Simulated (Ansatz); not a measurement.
Cs2PdBr6:
```
Cs2PdBr6
1.0
    0.00000     5.38491     5.38491
    5.38491     0.00000     5.38491
    5.38491     5.38491     0.00000
Cs Pd Br
2 1 6
Direct
  0.25000   0.25000   0.25000
  0.75000   0.75000   0.75000
  0.00000   0.00000   0.00000
  0.76821   0.23179   0.23179
  0.23179   0.76821   0.76821
  0.23179   0.76821   0.23179
  0.76821   0.23179   0.76821
  0.23179   0.23179   0.76821
  0.76821   0.76821   0.23179
```

Relaxed with r²SCAN.

### Question
Give the Bader charges and basin volumes of the independent atoms, plane-wave PAW r²SCAN (Ansatz code).

### Answer


```tsv
atom	Bader charge (e)	Bader volume (Å³)
Cs1	+0.86	37.5
Pd3	+0.73	14.2
Br4	-0.41	36.8
```

Space group Fm-3m. The workflow started from a Materials Project entry (that database holds measured and hypothetical structures alike); the Crystallography Open Database copy checked does not list it. Whether it is the stable phase at ambient conditions was not checked. The r²SCAN relaxation kept the symmetry of its start; whether a distortion lowers the energy is not shown. The run is not spin-polarised. Scalar-relativistic: spin–orbit coupling is off unless named, which matters more the heavier the elements.

Potentials: the later of the program's two PAW sets.
